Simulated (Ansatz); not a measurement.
A relaxation computed with Ansatz, from input to last step.

```yaml
crystal:
  lattice:
    - [-1.3956240132, 1.3956240132, 6.5764332938]
    - [1.3956240132, -1.3956240132, 6.5764332938]
    - [1.3956240132, 1.3956240132, -6.5764332938]
  atoms:
    - { symbol: Ti, position: [0.3234844568, 0.3234844568, 0.0] }
    - { symbol: Ti, position: [0.6765155432, 0.6765155432, 0.0] }
    - { symbol: Cd, position: [0.0, 0.0, 0.0] }
basis:
  ecutwfc: 420
kpoints:
  mp_grid: { grid: [20, 20, 20] }
hamiltonian:
  xc: pbesol
scf:
  occupations: { method: gaussian, width: 0.1 }
output:
  forces: true
  stress: true
  eigenvalues: true
  write_density: true
  write_potential: true
  elf: true
  volumetric_format: npy
relax:
  adjacent_minimum: "off"
  f_tol: 0.01
  max_steps: 30
  cell: { stress_tol: 0.1, fix: [volume] }
```

```bash
ansatz run input.yaml --threads 1 --pin off --max-ram 2560MiB --backend cpu --events-out ev --progress --plain --runs-dir out
```

All numbers below come from Ansatz 0.2.0, DFT PBEsol, scalar-relativistic, plane waves, PAW.

The volume is held at 0.97 times that of the relaxed cell.

Of 4 frames 3 are shown, positions in Å and forces in eV/Å; the SCF threshold varies from step to step. Steps run on the plane waves of an earlier cell, with a Pulay correction in the pressure. The basis is chosen afresh for the last frame, the zero of the energies, and at times for earlier ones too; energy and pressure step there, also at an unchanged geometry.

```xyz
3
Lattice="-1.3956 1.3956 6.5764 1.3956 -1.3956 6.5764 1.3956 1.3956 -6.5764" Properties=species:S:1:pos:R:3:forces:R:3 pbc="T T T" step=1 free_energy_over_end_meV_per_atom=0.38 pressure_GPa=3.59
Ti    0.0000    0.0000    4.2547    0.0000    0.0000    0.1260
Ti    0.0000    0.0000    8.8981    0.0000    0.0000   -0.1260
Cd    0.0000    0.0000    0.0000    0.0000    0.0000    0.0000
3
Lattice="-1.3966 1.3966 6.5677 1.3966 -1.3966 6.5677 1.3966 1.3966 -6.5677" Properties=species:S:1:pos:R:3:forces:R:3 pbc="T T T" step=2 free_energy_over_end_meV_per_atom=0.30 pressure_GPa=3.17
Ti    0.0000    0.0000    4.2662    0.0000    0.0000   -0.1120
Ti    0.0000    0.0000    8.8692    0.0000    0.0000    0.1120
Cd    0.0000    0.0000    0.0000    0.0000    0.0000    0.0000
3
Lattice="-1.3964 1.3964 6.5688 1.3964 -1.3964 6.5688 1.3964 1.3964 -6.5688" Properties=species:S:1:pos:R:3:forces:R:3 pbc="T T T" step=4 free_energy_over_end_meV_per_atom=0.00 pressure_GPa=3.36
Ti    0.0000    0.0000    4.2591    0.0000    0.0000   -0.0022
Ti    0.0000    0.0000    8.8785    0.0000    0.0000    0.0022
Cd    0.0000    0.0000    0.0000    0.0000    0.0000    0.0000
```

Time: 110 s on 1 thread of Intel(R) Xeon(R) 6975P-C (Granite Rapids) (shared host), peak memory 0.98 GiB.